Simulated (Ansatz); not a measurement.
Relaxed SnO2 (rutile):

```xyz
6
Lattice="4.7685 0.0000 0.0000 0.0000 4.7685 0.0000 0.0000 0.0000 3.2114" Properties=species:S:1:pos:R:3 pbc="T T T"
Sn     0.0000     0.0000     0.0000
Sn     2.3843     2.3843     1.6057
O      1.4606     1.4606     0.0000
O      3.8449     0.9237     1.6057
O      0.9237     3.8449     1.6057
O      3.3079     3.3079     0.0000
```

Scan: atom 5 (O, nearest neighbour Sn at 2.066 Å; its periodic images, 3.2 Å or more away, move with it) is displaced along Cartesian [111], direction (0.577, 0.577, 0.577) in Cartesian axes, by s. The other atoms stay.

Calculation: PBEsol (plane waves to 420 eV, PAW, scalar-relativistic; Ansatz, an electronic-structure program). k mesh 6×6×8 (Γ-centred), Fermi-Dirac smearing 0.05 eV. E stands for the smeared free energy. SnO2 was relaxed with its symmetry unable to fall. The PAW data are Ansatz's earlier set. ΔE is measured from the undisplaced structure.

The scan covers s from -0.410 to 0.410 Å in 11 points.

Question: Is the energy the same for equal positive and negative displacements?

Answer: Even: the same for both signs. With its periodic images moving along, the atom's site symmetry in this cell is mm2.

Question: What is the force constant k = d²E/ds² of this move at s = 0?

Answer: 6.49 eV/Å².

(A displaced cell: forces are minus the slopes of the energy, force constants its curvatures, and phonons follow from these.)
